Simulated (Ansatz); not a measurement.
Given:

PbS:
Space group Fm-3m (No. 225); a = b = c = 5.9743 Å, α = β = γ = 90.00°

```json
[
 {"atom": "Pb", "site": "4b", "symmetry": "m-3m", "x": "0.5000", "y": "0.5000", "z": "0.5000"},
 {"atom": "S", "site": "4a", "symmetry": "m-3m", "x": "0.0000", "y": "0.0000", "z": "0.0000"}
]
```
(The calculation used a cell of 2 atoms; values per cell refer to that cell.)

This is the r²SCAN-relaxed structure.

**Question.** All from r²SCAN (plane waves, PAW; program Ansatz), unless another level is named. Give the electron effective mass.

**Answer.** 0.17, 0.17, 0.19 mₑ (principal values).

**Question.** Give the formation energy from the elements (no fitted shifts).

**Answer.** -0.66 eV/atom.

**Question.** Give the band gap.

**Answer.** 0.69 eV (direct).

**Question.** Predict the valence-band maximum.

**Answer.** at L.

The cell was relaxed with r²SCAN under the symmetry of its start. The volume moved by -28 % from the start of the relaxation. The references are the lowest solids computed at this level, not always the standard phases. Spin–orbit coupling is left out wherever it is not named.

Potentials: the later of the program's two PAW sets.
